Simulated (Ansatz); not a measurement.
Two states of Ba2LuRuO6

```
CELL_PARAMETERS angstrom
-0.00137 4.05061 4.05580
4.09576 0.00125 4.05318
4.12796 4.08019 -0.03096
ATOMIC_POSITIONS crystal
Lu 0.98677 0.00786 0.99576
O 0.73630 0.28326 0.28891
O 0.27993 0.74071 0.21480
O 0.23992 0.73476 0.78823
O 0.72860 0.26384 0.73862
O 0.24711 0.28185 0.73948
O 0.75124 0.71533 0.29562
Ru 0.50296 0.45831 0.54957
Ba 0.26929 0.24097 0.25933
Ba 0.76901 0.72791 0.77284
```

Single point in Ansatz 0.2.0 with PBEsol, with U_eff = 3.08 eV on Ru d, V = 1.14 eV between Ru d and O p within 2.027 Å (all-electron-ortho-atomic projectors). Cutoff 420 eV, PAW datasets, 4×4×4 (shifted by 0.5, 0.5, 0 steps) k mesh, methfessel-paxton filling (width 0.0314 eV).

State A: Ru8 up (collinear spin). State B: no moments (no spin polarisation).

Task: Compare the two self-consistent states.

Result: State A is lower by 92.7 meV an atom at zero smearing.

```
state  free energy (meV/atom)  largest moment in a small sphere (μB)  net moment (μB/cell)  gap on mesh (eV)  pressure (GPa)  largest force (eV/Å)
    A                     0.0                                   1.15                  3.00              0.83            12.2                 10.27
    B                    92.7                                   0.00                  0.00             metal            11.0                  9.18
```

Origin: a strained cell with displaced atoms, so it need not be a known compound. Caveats: an odd or shifted mesh can miss the band edges, so this level's true gap may be smaller; atoms or cell far from equilibrium; odd electron count without spin polarisation, so a magnetic state may lie lower; the k mesh is coarse if the cell is a metal.
